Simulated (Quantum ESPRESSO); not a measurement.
# Ti2V2Ru3In: one composition in several site orders

Simulated, not a measurement. The program is pw.x of Quantum ESPRESSO 7.5 (plane-wave density functional theory). The cell is made up: eight metal atoms on a hexagonal close-packed lattice, with elements, volume, strain and displacements drawn at random and not relaxed, so it may be unstable or far from any real phase. PseudoDojo standard norm-conserving files set the functional (PBE unless stated); there is no spin polarisation or spin-orbit coupling, the Fermi-Dirac width of 0.25 eV means electrons at about 2900 K, and the masses in the input are unused placeholders. A spin test at this wide smearing found no moment, but such smearing suppresses magnetism that the real alloy may have.

The runs put one composition on the sites in different orders. Cell, positions, cutoff, mesh and smearing stay as in the input of run 1; sites are counted in its order. Stress in the tables is positive in tension.

Input of run 1:

```
&control calculation='scf', pseudo_dir='./dojo.nc.sr.pbe.v0_5.standard.upf', outdir='./o', disk_io='minimal', tprnfor=.true., tstress=.true. /
&system ibrav=0, nat=8, ntyp=4, nbnd=73, ecutwfc=84.00895049, nosym=.true., tot_charge=0,
 occupations='smearing', smearing='fd', degauss=0.0183746611
/
&electrons conv_thr=1.470e-08, electron_maxstep=70, mixing_beta=0.5 /
ATOMIC_SPECIES
In 1.0 In.upf
Ru 1.0 Ru.upf
Ti 1.0 Ti.upf
V 1.0 V.upf
CELL_PARAMETERS angstrom
-2.804 0.0 0.0
0.0 4.8566 -4.5243
0.0 -4.8566 -4.5243
ATOMIC_POSITIONS angstrom
Ti 0.2152 0.0764 -0.0538
V 0.1557 1.4454 -2.3529
Ru -0.1234 -0.0393 -4.6572
Ti 0.1273 1.6523 -6.8263
Ru -1.4014 -0.8408 -2.457
V -1.3256 -2.5528 -4.4767
Ru -1.6231 -0.8019 -6.7476
In -1.4948 2.4595 -4.4926
K_POINTS automatic
8 4 4 1 1 1
```

```
run  elements on sites 1 to 8  free energy less that of run 1 (eV)  -TS (eV)  pressure (GPa)  stress xx (GPa)  stress yy (GPa)  stress zz (GPa)  stress yz (GPa)  stress xz (GPa)  stress xy (GPa)  iterations
  1     Ti V Ru Ti Ru V Ru In                                0.000    -2.014            1.91            -3.88             2.83            -4.69            -0.88             1.48             0.23          23
  2     Ru Ru Ru Ti In V V Ti                                0.426    -2.202            3.25            -7.06            -1.67            -1.02            -1.39             0.46             0.19          25
  3     Ru In Ru Ti Ti Ru V V                                0.297    -2.108            2.90            -5.11            -6.04             2.45             1.62             1.23            -2.08          21
  4     Ru In V Ti Ru V Ti Ru                                0.414    -2.115            2.86            -5.40            -2.19            -0.99             1.08             1.83             1.97          26
  5     Ru Ru V V Ti Ru In Ti                                0.340    -2.150            3.13            -4.88            -1.32            -3.20            -2.14             0.04            -0.71          24
  6     Ru V V Ti Ti Ru Ru In                                0.310    -2.106            2.03            -4.52            -2.08             0.51             3.68            -1.11            -2.01          24
```

Forces Fx Fy Fz (eV/Å):

```
site             run 1             run 2             run 3             run 4              run 5              run 6
   1  -0.54 0.00 -0.26  -0.41 -0.55 1.01  -0.49 -1.82 0.97  -0.52 -0.74 0.61  -0.76 -0.77 -0.55   -1.04 0.33 -0.39
   2   -0.43 0.24 1.06   -0.50 2.88 0.48   -1.05 2.15 0.59   -1.01 1.03 0.38  -0.22 -0.14 -0.09    -0.42 0.47 1.83
   3  -0.02 -0.25 0.54   0.48 0.01 -1.78   0.30 0.36 -0.86  -0.18 -0.08 0.86    -0.28 1.02 1.41  -0.17 -0.74 -0.64
   4  -0.55 -0.29 0.07  -0.72 -1.51 0.03  -0.38 -0.65 0.01   -0.29 0.97 1.05  -0.53 -0.03 -0.18  -0.39 -1.64 -1.05
   5  -0.16 -0.11 0.53    0.44 0.44 1.35   0.55 -1.34 0.25   0.58 -1.70 0.09     0.10 0.60 1.10     0.19 0.70 0.83
   6   0.03 1.62 -1.42  0.22 -0.19 -2.19   0.05 0.95 -0.02   0.05 0.71 -0.58    0.42 0.83 -0.37    0.22 0.76 -0.97
   7  0.52 -0.89 -0.25   0.07 -0.93 0.05   0.46 -0.25 0.00  0.68 -0.51 -0.96   1.10 -1.07 -0.81    0.62 -0.15 0.59
   8  1.14 -0.32 -0.27   0.41 -0.14 1.04   0.57 0.62 -0.95   0.68 0.33 -1.45   0.17 -0.45 -0.50    0.99 0.27 -0.20
```

The sites are displaced and not relaxed, so the energy differences mix bonding between neighbours with strain and are not ordering energies. A rerun of one cell of this series at a higher cutoff and on a denser mesh moved values by no more than 0.004 eV in energy, 0.04 GPa in stress and 0.003 eV/Å in force, and a second program with other atomic files agreed on that cell to 2 % rms in force and 0.5 GPa in pressure.